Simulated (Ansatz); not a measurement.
TePb:
```
CELL_PARAMETERS angstrom
      0.00000     3.26787     3.26787
      3.26787     0.00000     3.26787
      3.26787     3.26787     0.00000
ATOMIC_POSITIONS crystal
  Te 0.00000 0.00000 0.00000
  Pb 0.50000 0.50000 0.50000
```

Relaxed with r²SCAN.

### Question
Map the valence electron density (e/Å³), cut off at 2 on the plane through (0.000, 0.000, 0.000) spanned by u = [1, 0, 0] and v = [0, 1, -1] in lattice vectors, from the program Ansatz at the r²SCAN level (PAW).

### Answer
x is the fraction of u, y of v (the angle between them is 90°; rows are the nearest grid lines); atoms in the plane: Te at (0.00, 0.00), Pb at (0.50, 0.50).
```
|@@@@+:.          .:+@@@@|
|@@@@+:.          .:+@@@@|
|@@@@-:.          .:-@@@@|
|@@@=:..          ..:=@@@|
|++-::.            .::-++|
|:::...            ...:::|
|....     ......     ....|
|       ..:=++=:..       |
|       .-*@@@@*-.       |
|      .:*@@@@@@*:.      |
|      .=@@@@@@@@=.      |
|      .+@@@@@@@@+.      |
|      .+@@@@@@@@+.      |
|      .=@@@@@@@@=.      |
|      .:*@@@@@@*:.      |
|       .-*@@@@*-.       |
|       ..:=++=:..       |
|....     ......     ....|
|:::...            ...:::|
|++-::.            .::-++|
|@@@=:..          ..:=@@@|
|@@@@-:.          .:-@@@@|
|@@@@+:.          .:+@@@@|
|@@@@+:.          .:+@@@@|
```
Scale: ten equal steps from 0.042 (start of ' ') to 2.00 (end of '@'), in the order ' .:-=+*#%@'; x runs from 0.000 to 1.00, y from 0.000 (bottom) to 1.00 (top).

The density is the valence pseudo-density with augmentation charge, so density and ELF within about 1 Å of a nucleus are not all-electron values.

Space group Fm-3m (rock salt). Symmetry was held in the r²SCAN relaxation. Scalar-relativistic: spin–orbit coupling is off unless named, which matters more the heavier the elements.

Potentials: the earlier of the program's two PAW sets.
